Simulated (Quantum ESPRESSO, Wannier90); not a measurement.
## Wannier functions of CsSnBr3 (cubic perovskite)

```xyz
5
Lattice="5.8390 0.0000 0.0000 0.0000 5.8390 0.0000 0.0000 0.0000 5.8390" Properties=species:S:1:pos:R:3 pbc="T T T"
Cs     0.0000     0.0000     0.0000
Sn     2.9195     2.9195     2.9195
Br     2.9195     0.0000     2.9195
Br     0.0000     2.9195     2.9195
Br     2.9195     2.9195     0.0000
```

Cell from Materials Project (mp-27214), symmetrised, no further relaxation. Not found in the COD (Crystallography Open Database) copy used; not checked further. Level: PBEsol, spinors with spin-orbit coupling; pw.x of Quantum ESPRESSO at 58 Ry with PseudoDojo potentials, 4×4×4 k-points, Wannier90. Density: 6×6×6 mesh, cold smearing 0.01 Ry. With spin-orbit coupling a semilocal functional can close or falsely invert a small gap; the band order was not checked against a better method. The gap is small at this level and was sampled on the meshes and a path alone.

A tight-binding model is made by disentanglement and projection with no localisation steps (num_iter = 0), so the 32 orbitals stay atom-like: hydrogen-like Cs: s; Sn: p; Br: s;p, axes along x, y, z; frozen window up to 1.58 eV relative to the valence-band maximum. It follows pw.x to 9.0 meV rms for states up to 1.1 eV relative to the valence-band maximum. Matrix elements depend on this choice of orbitals and windows. Bands 19–20 (Cs 5p 99 %), 21–26 (Cs 5p 66 %, Sn 5s 21 %, Br 4p 11 %) lie between the kept ones and are excluded.

The 20 largest hoppings ⟨m,0|H|n,R⟩ between different sites (one of each Hermitian pair; signs follow the real orbitals' lobes; the list may end inside a set of equal values):

```csv
m,n,R,distance of the centres (Å),t (eV),Im t (eV)
Br3 py↑,Sn2 py↑,0 0 0,2.92,1.926,0.000
Br4 px↑,Sn2 px↑,0 0 0,2.92,1.926,0.000
Sn2 py↑,Br3 py↑,0 1 0,2.92,1.926,0.000
Sn2 px↑,Br4 px↑,1 0 0,2.92,1.926,0.000
Br3 py↓,Sn2 py↓,0 0 0,2.92,1.926,0.000
Br5 pz↑,Sn2 pz↑,0 0 0,2.92,1.926,0.000
Br5 pz↓,Sn2 pz↓,0 0 0,2.92,1.926,0.000
Sn2 pz↑,Br5 pz↑,0 0 1,2.92,1.926,0.000
Sn2 pz↓,Br5 pz↓,0 0 1,2.92,1.926,0.000
Sn2 py↓,Br3 py↓,0 1 0,2.92,1.926,0.000
Br4 px↓,Sn2 px↓,0 0 0,2.92,1.926,0.000
Sn2 px↓,Br4 px↓,1 0 0,2.92,1.926,0.000
Br3 s↑,Sn2 py↑,0 0 0,2.92,1.029,0.000
Br3 s↓,Sn2 py↓,0 0 0,2.92,1.029,0.000
Br4 s↑,Sn2 px↑,0 0 0,2.92,1.029,0.000
Br4 s↓,Sn2 px↓,0 0 0,2.92,1.029,0.000
Br5 s↑,Sn2 pz↑,0 0 0,2.92,1.029,0.000
Br5 s↓,Sn2 pz↓,0 0 0,2.92,1.029,0.000
Sn2 pz↑,Br5 s↑,0 0 1,2.92,-1.029,0.000
Sn2 pz↓,Br5 s↓,0 0 1,2.92,-1.029,0.000
```
